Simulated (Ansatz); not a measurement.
A distorted cell of Mo5Si3 (space group I4/mcm):

```
CELL_PARAMETERS angstrom
     -4.87756     4.87756     2.47429
      4.87756    -4.87756     2.47429
      4.87756     4.87756    -2.47429
ATOMIC_POSITIONS crystal
  Si 0.83281 0.66719 0.50000
  Si 0.16719 0.33281 0.50000
  Si 0.66719 0.16719 0.83437
  Si 0.33281 0.83281 0.16563
  Si 0.75000 0.75000 0.00000
  Si 0.25000 0.25000 0.00000
  Mo 0.92333 0.22469 0.14802
  Mo 0.07667 0.77531 0.85198
  Mo 0.22469 0.07667 0.30137
  Mo 0.77531 0.92333 0.69863
  Mo 0.57667 0.72469 0.30137
  Mo 0.42333 0.27531 0.69863
  Mo 0.27531 0.57667 0.85198
  Mo 0.72469 0.42333 0.14802
  Mo 0.25000 0.75000 0.50000
  Mo 0.75000 0.25000 0.50000
```

Level of theory: PBEsol (plane waves to 420 eV, PAW, scalar-relativistic; Ansatz, a program for electronic structure). k mesh 9×9×9 (Γ-centred), Fermi-Dirac smearing 0.05 eV. The energy includes the smearing's −TS. Compression counts positive. Mo5Si3 is run without spin polarisation. Mo5Si3 was relaxed with its symmetry unable to fall.

Task: What is the stress tensor (GPa)?

Result: 
```
  -11.2      0.0      0.0
    0.0    -11.2      0.0
    0.0      0.0    -10.3
```
The pressure, a third of the trace, is -10.9 GPa.

Task: It is the relaxed cell scaled evenly to V/V₀ = 1.048, atoms relaxed where free. What is its energy relative to the relaxed cell?

Result: 24 meV/atom.

(Under strain, the slope of the energy per volume gives the stress and its curvature an elastic modulus.)
